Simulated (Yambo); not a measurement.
Yambo run on KBr (rock salt, space group Fm-3m, No. 225). The wavefunctions are LDA (pw.x of Quantum ESPRESSO, ONCV potentials, no spin-orbit coupling) ones on a 4×4×4 mesh (8 occupied bands); a = b = c = 4.5048 Å, α = β = γ = 60.00°.

Yambo input:

```
rim_cut
gw0
dyson
el_el_corr
HF_and_locXC
ppa
em1d
RandQpts= 1000000
RandGvec= 1 Ry
EXXRLvcs= 72 Ry
VXCRLvcs= 288 Ry
Chimod= "HARTREE"
% BndsRnXp
 1 | 76 |
%
NGsBlkXp= 8 Ry
% LongDrXp
 1.0 | 1.0 | 1.0 |
%
PPAPntXp= 27.2114 eV
% GbndRnge
 1 | 76 |
%
GTermKind= "BG"
DysSolver= "n"
ExtendOut
% QPkrange
 1 | 1 | 8 | 9 |
%
```

k points by index: 1 = Γ.

Table of the .qp output:

```
#    K-point    Band    Eo [eV]    E [eV]    E-Eo [eV]    Vxc [eV]    Vnlxc [eV]    Sc|Eo [eV]    Sc|E [eV]    dSc/dw|Eo [eV]    Re(Z)    Im(Z)
#
    1    8    0.000000    -1.751637    -1.751637    -12.80608    -16.65057    1.715895    2.092851    -5.855561    0.822916    -0.001287
    1    9    4.323607    5.344829    1.021222    -7.716389    -3.516642    -3.021739    -3.178525    -4.177330    0.866915    -0.955780E-3
```
(The two width columns are left out.) Convergence of these settings isn't established.

Geometry relaxed with LDA.
